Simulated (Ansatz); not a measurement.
**Electric field gradients in FeCuSO**

The cell is a measured structure from the Crystallography Open Database (COD) whose atoms were relaxed with PBE, the cell held.

Space group P4/nmm:1 (No. 129); a = 3.8219, c = 8.6450 Å.

```
site  Wyckoff  site symmetry       x       y       z
  Fe       2a           -4m2  0.5000  0.5000  0.0000
  Cu       2b           -4m2  0.0000  0.0000  0.5000
   S       2c            4mm  0.5000  0.0000  0.3439
   O       2c            4mm  0.5000  0.0000  0.9313
```

One atom of each set is listed.

Method: Kohn–Sham DFT in Ansatz, PBE, plane waves and PAW, scalar-relativistic, collinear spin, 420 eV cutoff, Γ-centred 9×9×4 k-points, Fermi–Dirac smearing 0.05 eV. Start moments as typed (μB): 5 on each Fe, none on the rest. The program fits them to the shells of the files, so those used differ somewhat.

C_Q = eQV_zz/h, which is 24.18 MHz for Q = 1 b and V_zz = 10²¹ V/m²; η = (V_xx − V_yy)/V_zz. ν_Q = 3|C_Q|/[2I(2I − 1)].

⁶⁵Cu: I = 3/2, Q = -204.0 mb; 33S: I = 3/2, Q = -69.40 mb; O-17: I = 5/2, Q = -25.58 mb. Quadrupole moments are those of Pyykkö's year-2017 table.

**Question.** What field gradients does the calculation give at each kind of site?

**Answer.** 

| site | atoms | first shell | C_Q (MHz) | η | ν_Q (MHz) |
| --- | --- | --- | --- | --- | --- |
| Cu | 2 | 4 S at 2.34 Å | -12.2 | 0.00 | 6.11 |
| S | 2 | 4 Cu at 2.34 Å | 4.97 | 0.00 | 2.49 |
| O | 2 | 4 Fe at 2.00 Å | 2.40 | 0.00 | 0.359 |

An axis of threefold or higher order runs through Cu, S and O, so V_zz lies along it and η is zero.

Fe has no stable isotope with a ground-state quadrupole moment in the table, so these sites are left out.

With no gap above 0.1 eV, as in a metal, the gradients converge slowly in k; expect changes of a tenth or more on a denser mesh. Semilocal functionals can leave a metal where correlation in the d or f shell opens a gap in the real compound, and that would change the values at and beside Cu and Fe. All moments are parallel here, as the start or the cell imposes; many such compounds order antiparallel, where fields and spin densities carried over to other atoms largely cancel. The magnetic order is the one that the run reached from its start moments, not necessarily the measured one.

The relaxation (4 steps) took 7.1 min of wall time (7.1 min of CPU time) and 0.89 GiB at its peak, on 1 thread of Arm Neoverse N1 (aarch64; 36 cores open to the job, memory cap 3.0 GiB, no GPU), a shared host with a load of 0.9 a core.
